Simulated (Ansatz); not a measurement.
A distorted cell of TaN (rock salt):

```
CELL_PARAMETERS angstrom
      0.00000     4.41704     4.41704
      2.20852     0.00000     2.20852
      2.20852     2.20852     0.00000
ATOMIC_POSITIONS crystal
  N  0.00980 0.99346 0.99346
  N  0.49020 0.00654 0.00654
  Ta 0.25000 0.50000 0.50000
  Ta 0.75000 0.50000 0.50000
```

Computed with PBE (plane waves to 420 eV, PAW, scalar-relativistic; Ansatz, an electronic-structure program). k mesh 9×18×18 (Γ-centred), Fermi-Dirac smearing 0.05 eV. Stress and pressure are positive under compression. With partly filled bands, energies and forces of such displacements shift with the k mesh and the smearing. Spin-orbit coupling is left out, though Ta is heavy. TaN is run without spin polarisation. TaN was relaxed with its symmetry unable to fall. This is a high-temperature form of TaN.

**Question.** Predict the force on every atom, in eV/Å.

**Answer.** 
```tsv
atom	Fx	Fy	Fz
N1	0.361	-0.361	-0.361
N2	-0.361	0.361	0.361
Ta3	0.000	0.000	0.000
Ta4	0.000	0.000	0.000
```

**Question.** What is the stress tensor (GPa)?

**Answer.** 
```
    0.5      0.0      0.0
    0.0      0.5      0.0
    0.0      0.0      0.5
```
The pressure, a third of the trace, is 0.5 GPa.

(For displaced atoms, the force is minus the slope of the energy, and its curvature is a force constant, which sets phonon frequencies.)
